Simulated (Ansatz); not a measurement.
Zn2AsP3 in the borrowed Li2HfO3 type (No. 12): a relaxation of cell and atoms in the plane-wave code Ansatz (r2SCAN+rVV10). It starts from the PBEsol minimum.

```yaml
crystal:
  lattice:
    - [5.3665198279, -2.5277306003, 0.0546215252]
    - [5.3665198279, 2.5277306003, 0.0546215252]
    - [-0.0406708333, 0.0, 3.9418683927]
  atoms:
    - { symbol: Zn, position: [0.636038776, 0.636038776, 0.5000395574] }
    - { symbol: Zn, position: [0.363961224, 0.363961224, 0.4999604426] }
    - { symbol: As, position: [0.0, 0.0, 0.0] }
    - { symbol: P, position: [0.8555513339, 0.8555513339, 0.5000058698] }
    - { symbol: P, position: [0.5, 0.5, 0.0] }
    - { symbol: P, position: [0.1444486661, 0.1444486661, 0.4999941302] }
kpoints:
  mp_grid: { grid: [6, 6, 6] }
hamiltonian:
  xc: r2scan
  dispersion: rvv10
scf:
  occupations: { method: fermi_dirac, width: 0.03 }
relax:
  f_tol: 0.01
  cell: {}
  max_steps: 120
```

The trajectory has 6 recorded frames, each with fractional positions and then forces in eV/Å along x, y and z. The last, and any step after a large change of cell, is solved on a basis re-selected at its cell; pressure is positive in compression.

Step 1: energy 0.0 meV/atom from step 1, largest force component 0.104 eV/Å, pressure +1.19 GPa; a = 5.932 Å, b = 5.932 Å, c = 3.942 Å, α = 90.01°, β = 90.01°, γ = 50.44°
```
Zn 0.6360 0.6360 0.5000    -0.017   0.000   0.000
Zn 0.3640 0.3640 0.5000     0.017   0.000   0.000
As 0.0000 0.0000 0.0000     0.000   0.000   0.000
P  0.8556 0.8556 0.5000     0.104   0.000   0.000
P  0.5000 0.5000 0.0000     0.000   0.000   0.000
P  0.1444 0.1444 0.5000    -0.104   0.000   0.000
```

Step 2: energy -3.3 meV/atom from step 1, largest force component 0.071 eV/Å, pressure +0.33 GPa; a = 6.003 Å, b = 6.003 Å, c = 3.919 Å, α = 90.00°, β = 90.00°, γ = 49.81°
```
Zn 0.6371 0.6371 0.5000    -0.011   0.000   0.000
Zn 0.3629 0.3629 0.5000     0.011   0.000   0.000
As 0.0000 0.0000 0.0000     0.000   0.000   0.000
P  0.8551 0.8551 0.5000     0.071   0.000   0.000
P  0.5000 0.5000 0.0000     0.000   0.000   0.000
P  0.1449 0.1449 0.5000    -0.071   0.000   0.000
```

Q: Estimate where the relaxation ends.

A:
Step 3: energy -5.0 meV/atom from step 1, largest force component 0.054 eV/Å, pressure -0.05 GPa; a = 6.143 Å, b = 6.143 Å, c = 3.843 Å, α = 90.00°, β = 90.00°, γ = 48.14°
```
Zn 0.6397 0.6397 0.5000    -0.026   0.000   0.000
Zn 0.3603 0.3603 0.5000     0.026   0.000   0.000
As 0.0000 0.0000 0.0000     0.000   0.000   0.000
P  0.8539 0.8539 0.5000     0.054   0.000   0.001
P  0.5000 0.5000 0.0000     0.000   0.000   0.000
P  0.1461 0.1461 0.5000    -0.054   0.000  -0.001
```

Step 4: energy -5.4 meV/atom from step 1, largest force component 0.010 eV/Å, pressure +0.02 GPa; a = 6.100 Å, b = 6.100 Å, c = 3.871 Å, α = 90.00°, β = 90.00°, γ = 48.61°
```
Zn 0.6390 0.6390 0.5000    -0.010   0.000   0.000
Zn 0.3610 0.3610 0.5000     0.010   0.000   0.000
As 0.0000 0.0000 0.0000     0.000   0.000   0.000
P  0.8551 0.8551 0.5000    -0.003   0.000   0.000
P  0.5000 0.5000 0.0000     0.000   0.000   0.000
P  0.1449 0.1449 0.5000     0.003   0.000   0.000
```

Step 5: energy -5.4 meV/atom from step 1, largest force component 0.004 eV/Å, pressure 0.00 GPa; a = 6.093 Å, b = 6.093 Å, c = 3.878 Å, α = 90.00°, β = 90.00°, γ = 48.68°
```
Zn 0.6387 0.6387 0.5000     0.004   0.000   0.000
Zn 0.3613 0.3613 0.5000    -0.004   0.000   0.000
As 0.0000 0.0000 0.0000     0.000   0.000   0.000
P  0.8551 0.8551 0.5000     0.003   0.000   0.000
P  0.5000 0.5000 0.0000     0.000   0.000   0.000
P  0.1449 0.1449 0.5000    -0.003   0.000   0.000
```

Step 6: energy -5.5 meV/atom from step 1, largest force component 0.004 eV/Å, pressure 0.00 GPa; a = 6.093 Å, b = 6.093 Å, c = 3.878 Å, α = 90.00°, β = 90.00°, γ = 48.68°
```
Zn 0.6387 0.6387 0.5000     0.004   0.000   0.000
Zn 0.3613 0.3613 0.5000    -0.004   0.000   0.000
As 0.0000 0.0000 0.0000     0.000   0.000   0.000
P  0.8551 0.8551 0.5000     0.003   0.000   0.000
P  0.5000 0.5000 0.0000     0.000   0.000   0.000
P  0.1449 0.1449 0.5000    -0.003   0.000   0.000
```

In 5 steps the volume changed by +1.1 %; between the first SCF and the last, each on a basis chosen for its cell, the energy fell by 5.5 meV an atom. At the end: space group Cmmm (No. 65), orthorhombic; a = 5.023 Å, b = 11.102 Å, c = 3.878 Å in the conventional setting, 18.02 Å³ an atom. Around Zn lie 5 P at 2.40–2.51 Å; around As lie 6 P at 2.51–2.52 Å; around P lie 3 Zn at 2.40–2.51 Å and 2 As at 2.52 Å; around P lie 4 Zn at 2.48 Å and 2 As at 2.51 Å.

Command: `ansatz run input.yaml --threads 2 --pin off --max-ram 29491MiB --backend cpu --events-out ev --progress --plain --runs-dir out`. Wall time 110 s on 2 threads of AMD EPYC 7R13 Processor (Zen 3), with other jobs on the host, load about 1.9 per core; peak host memory 1.1 GiB.

Note: simulated data, non-magnetic, for a generated structure that need not be the stable one.

Where bands overlap the cell is a metal at that level, and these k meshes limit energies, forces and stress. Overlaps of a few tenths of an eV in semilocal functionals can be an artefact that a hybrid or GW lifts.
